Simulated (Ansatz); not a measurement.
Values for one crystal, relaxed and computed with plane-wave PAW PBEsol (Ansatz code); other levels are named.

Volume per atom: 38.08 Å³
Electronic character: no gap, with almost no states at the Fermi level (zero-gap or semimetallic)
Mechanical stability: stable (all eigenvalues of C positive)
Density of states at the Fermi level: 0.00 states/eV per atom (mean over ±0.08 eV)
Young's modulus: 25.4 GPa
Formation energy from the elements (no fitted shifts): -1.22 eV/atom
Pressure derivative B′: 4.6

Question: Pick the material that matches.
A. MgB2, P6/mmm (Mg on 1a, B on 2d)
B. ZrB2, P6/mmm (Zr on 1a, B on 2d)
C. BaSi2, P6/mmm (Si on 2d, Ba on 1a)
D. CsSnBr3, cubic perovskite

Answer: D, CsSnBr3, cubic perovskite

Space group Pm-3m (cubic perovskite). The cell was relaxed with PBEsol under the symmetry of its start. The references are the lowest solids computed at this level, not always the standard phases. Scalar-relativistic: spin–orbit coupling is off unless named, which matters more the heavier the elements.

Potentials: the later of the program's two PAW sets.
